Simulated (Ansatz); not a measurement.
# Profile along the Li–Li line in Li (bcc, W type)

Li (bcc, W type)

```cif
data_Li2
_chemical_formula_sum 'Li2'
_space_group_name_H-M_alt 'Im-3m'
_space_group_IT_number 229
_space_group_name_Hall '-I 4 2 3'
_cell_length_a 3.43479
_cell_length_b 3.43479
_cell_length_c 3.43479
_cell_angle_alpha 90.000
_cell_angle_beta 90.000
_cell_angle_gamma 90.000
loop_
_atom_site_label
_atom_site_type_symbol
_atom_site_symmetry_multiplicity
_atom_site_Wyckoff_symbol
_atom_site_fract_x
_atom_site_fract_y
_atom_site_fract_z
_atom_site_occupancy
Li1 Li 2 a 0.00000 0.00000 0.00000 1
```
(The calculation used a cell of 1 atom; values per cell refer to that cell.)

Fields along a shortest Li–Li line of a {211} plane (2.97 Å), from Li to Li, interpolated on the slice's grid (step about 0.2 Å). All values below come from PBE (plane waves to 420 eV, PAW, scalar-relativistic; Ansatz, a first-principles code). k mesh 19×19×19. Near the nuclei the fields are pseudised (PAW); where an atom keeps semicore shells as valence, they peak there. Li was relaxed with its symmetry unable to fall. The PAW data are Ansatz's earlier set.

```
distance from Li (Å)  valence electron density (e/Å³)  electron localisation function
--------------------  -------------------------------  ------------------------------
0.00                                             9.87                               x
0.15                                             8.26                               x
0.30                                             4.72                               x
0.45                                             1.68                               x
0.59                                             0.33                            0.20
0.74                                             0.08                            0.02
0.89                                             0.05                            0.02
1.04                                             0.05                            0.12
1.19                                             0.05                            0.30
1.34                                             0.05                            0.46
1.49                                             0.05                            0.51
1.63                                             0.05                            0.46
1.78                                             0.05                            0.30
1.93                                             0.05                            0.12
2.08                                             0.05                            0.02
2.23                                             0.08                            0.02
2.38                                             0.33                            0.20
2.52                                             1.68                               x
2.67                                             4.72                               x
2.82                                             8.26                               x
2.97                                             9.87                               x
```

x: too close to a nucleus for the ELF to mean much.

Density on the Li–Li line (2.97 Å) at its midpoint: 0.05 e/Å³. ELF at that point: 0.51. ELF maximum in the middle third of the Li–Li line: 0.51, 1.5 Å from Li.
